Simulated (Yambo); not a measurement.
AlAs: sweep of GW parameters

G0W0@PBEsol for AlAs (wurtzite, space group P6_3mc, No. 186) in Yambo. Reference settings: 3×3×2 Γ-centred k mesh, 340 bands and a 8 Ry block in the screening, 340 bands in G with the Bruneval-Gonze terminator, plasmon pole fitted at 27.2 eV. The PBEsol gap Γ → Γ on this mesh is 1.60 eV; G0W0 gaps are taken between the same points.

```
change from the reference       G0W0 gap Γ → Γ (eV)  shift of the valence edge (eV)        rough Yambo cost
------------------------------  -------------------  ------------------------------  ----------------------
reference settings                             2.76                           -1.02                       1
126 bands in W, 126 bands in G                 2.75                           -0.77               about 1/3
218 bands in W, 218 bands in G                 2.75                           -0.93  within a factor of two
126 bands in G                                 2.76                           -0.97                       –
218 bands in G                                 2.76                           -1.01                       –
156 bands in W                                 2.75                           -0.87               about 1/2
2 Ry block                                     2.54                           -0.62  within a factor of two
7 Ry block                                     2.74                           -1.00  within a factor of two
pole fitted at 10 eV                           2.73                           -0.86                       –
no random integration                          2.73                           -0.84                       –
3×3×1 mesh                                     2.67                           -0.94               about 1/3
126 bands in G, no terminator                  2.64                           -0.56                       –
218 bands in G, no terminator                  2.71                           -0.82                       –
no terminator                                  2.74                           -0.95                       –
```

The reference isn't shown to be the converged limit. Costs are rough (shared machines), scaled to the same edge states, and given only for runs that recompute the screening. The mesh misses a band edge: along a dense path the PBEsol gap is 1.52 eV against 1.60 eV on the mesh.

The standard potential for As keeps a d shell in the valence without the s and p states of that shell. In tests on such compounds this moved G0W0 gaps by up to about 0.9 eV, so absolute quasiparticle energies here are unreliable; differences between settings are what counts.

Spin-orbit coupling is included.

Geometry relaxed with PBEsol; primitive cell a = b = 4.004 Å, c = 6.577 Å, α = β = 90.00°, γ = 120.00°.

This is not the ordinary phase of the substance; no match was found in the copy of COD used, and its stability was not checked.

A shift is the quasiparticle energy of the state minus its PBEsol energy.
